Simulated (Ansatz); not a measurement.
A distorted cell of Ca (fcc, Cu type):

```yaml
crystal:
  lattice:
    - [0.00000, 5.52644, 5.52644]
    - [2.76322, 2.76322, 5.52644]
    - [2.76322, 2.76322, 0.00000]
  atoms:
    - { symbol: Ca, position: [0.99095, 0.00905, 0.99095] }
    - { symbol: Ca, position: [0.50905, 0.99095, 0.00905] }
```

The numbers are results of PBE (plane waves to 420 eV, PAW, scalar-relativistic; Ansatz, a program for electronic structure), not measurements. k mesh 15×15×15 (Γ-centred), Fermi-Dirac smearing 0.05 eV. Compression counts positive. With partly filled bands, energies and forces of such displacements shift with the k mesh and the smearing. Ca was relaxed with its symmetry unable to fall. The PAW data are Ansatz's earlier set.

Q: What forces act on the atoms (eV/Å, Cartesian)?

A: 
```tsv
atom	Fx	Fy	Fz
Ca1	0.000	0.120	0.000
Ca2	0.000	-0.120	0.000
```

(For displaced atoms, the force is minus the slope of the energy, and its curvature is a force constant, which sets phonon frequencies.)
